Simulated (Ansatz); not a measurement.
Cell and atoms are relaxed with the symmetry kept. Start:

```
CELL_PARAMETERS angstrom
3.73138 -3.19205 0.00000
3.73138 3.19205 0.00000
0.00000 0.00000 8.75734
ATOMIC_POSITIONS crystal
Mn 0.45852 0.54148 0.75000
Mn 0.54148 0.45852 0.25000
Al 0.60370 0.02920 0.75000
Al 0.39630 0.97080 0.25000
Al 0.32679 0.32679 0.00000
Al 0.67321 0.67321 0.50000
Al 0.67321 0.67321 0.00000
Al 0.32679 0.32679 0.50000
Al 0.85817 0.14183 0.10044
Al 0.14183 0.85817 0.60044
Al 0.85817 0.14183 0.39956
Al 0.14183 0.85817 0.89956
Al 0.02920 0.60370 0.25000
Al 0.97080 0.39630 0.75000
```

These are results of Ansatz, DFT PBEsol, scalar-relativistic, plane waves, PAW, not measurements.

Plane waves to 420 eV, a k mesh through Γ of 8×8×4 on the computed 14-atom cell and Gaussian smearing (0.10 eV); no spin polarisation.

Task: What does it relax to?

Result: The volume rises by 0.11 Å³/atom to 15.01 Å³/atom, and the energy falls by 0.4 meV/atom. Final structure:
Space group Cmcm (No. 63). a = 7.488 Å, b = 6.412 Å, c = 8.756 Å, α = 90.00°, β = 90.00°, γ = 90.00°
| atom | site | symmetry | x | y | z |
| --- | --- | --- | --- | --- | --- |
| Mn | 4c | m2m | 0.5000 | 0.0427 | 0.7500 |
| Al | 8g | ..m | 0.3173 | 0.7137 | 0.7500 |
| Al | 8e | 2.. | 0.3269 | 0.0000 | 0.0000 |
| Al | 8f | m.. | 0.5000 | 0.6415 | 0.1002 |

Course of the relaxation (steps run on the plane waves of an earlier cell, and the basis is chosen afresh near the end, so energy and pressure can step there; trial steps that raised the energy were taken back; energies are free energies):

```json
{"step": "1", "E − E_final (meV/atom)": "0.4", "largest force component (eV/Å)": "0.053", "P (GPa)": "0.82", "V (Å³/atom)": "14.90"}
{"step": "2", "E − E_final (meV/atom)": "0.1", "largest force component (eV/Å)": "0.020", "P (GPa)": "-0.01", "V (Å³/atom)": "15.02"}
{"step": "3", "E − E_final (meV/atom)": "0.0", "largest force component (eV/Å)": "0.004", "P (GPa)": "-0.01", "V (Å³/atom)": "15.01"}
{"step": "4", "E − E_final (meV/atom)": "0.0", "largest force component (eV/Å)": "0.004", "P (GPa)": "0.00", "V (Å³/atom)": "15.01"}
```

Spin polarisation was left out, and a magnetic state may lie lower.

Cost: 1 run of about 1.2 core-minutes, on Oxide Virtual Turin-like Processor (Zen 5) (shared hosts).